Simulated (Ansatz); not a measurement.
Input and command of a calculation in Ansatz (plane waves; scalar-relativistic PAW potentials unless the input names others):

```yaml
crystal:
  lattice:
    - [0.0, 4.1351811269, 4.2795976038]
    - [2.4038689101, 0.0, 4.2795976038]
    - [2.4038689101, 4.1351811269, 0.0]
  atoms:
    - { symbol: Ti, position: [0.75, 0.75, 0.75] }
    - { symbol: Ti, position: [0.5, 0.5, 0.5] }
    - { symbol: Si, position: [0.086824459, 0.413175541, 0.086824459] }
    - { symbol: Si, position: [0.413175541, 0.086824459, 0.413175541] }
    - { symbol: Si, position: [0.163175541, 0.836824459, 0.163175541] }
    - { symbol: Si, position: [0.836824459, 0.163175541, 0.836824459] }
basis:
  ecutwfc: 420
kpoints:
  mp_grid: { grid: [10, 10, 10] }
hamiltonian:
  xc: PBE-sol
  dispersion: d3bj
scf:
  occupations: { method: gaussian, width: 0.1 }
  max_iter: 75
output:
  forces: true
  eigenvalues: true
  stress: true
relax:
  adjacent_minimum: "off"
  f_tol: 0.005
  max_steps: 50
  cell: { stress_tol: 0.05 }
```

```bash
ansatz run input.yaml --threads 2 --pin off --max-ram 5120MiB --backend cpu --events-out ev --progress --plain --runs-dir out
```

Problem. What is wrong with this input?

Solution. The program refuses it, because of an unknown functional (hamiltonian.xc: "pbe" → "PBE-sol"; the functional meant is spelt pbesol). With the sound run's settings it is accepted.

Abridged log:
```
Error: YAML parse error: error: line 18 column 7: hamiltonian.xc: unknown variant `PBE-sol`, expected one of `lda`, `lda-pw`, `pw92`, `pbe`, `pbesol`, `rpbe`, `revpbe`, `blyp`, `pbe0`, `revpbe0`, `b3lyp`, `b3lyp5`, `hse06`, `wpbeh`, `hiss`, `lc_wpbe`, `cam_b3lyp`, `hf`, `r2scan`, `r2scanh`, `r2scan0`, `r2scan50`, `mr2scan`
  --> <input>:18:7
   |
16 |   mp_grid: { grid: [10, 10, 10] }
17 | hamiltonian:
18 |   xc: PBE-sol
   |       ^ hamiltonian.xc: unknown variant `PBE-sol`, expected one of `lda`, `lda-pw`, `pw92`, `pbe`, `pbesol`, `rpbe`, `revpbe`, `blyp`, `pbe0`, `revpbe0`, `b3lyp`, `b3lyp5`, `hse06`, `wpbeh`, `hiss`, `lc_wpbe`, `cam_b3lyp`, `hf`, `r2scan`, `r2scanh`, `r2scan0`, `r2scan50`, `mr2scan`
19 |   dispersion: d3bj
20 | scf:
   |
```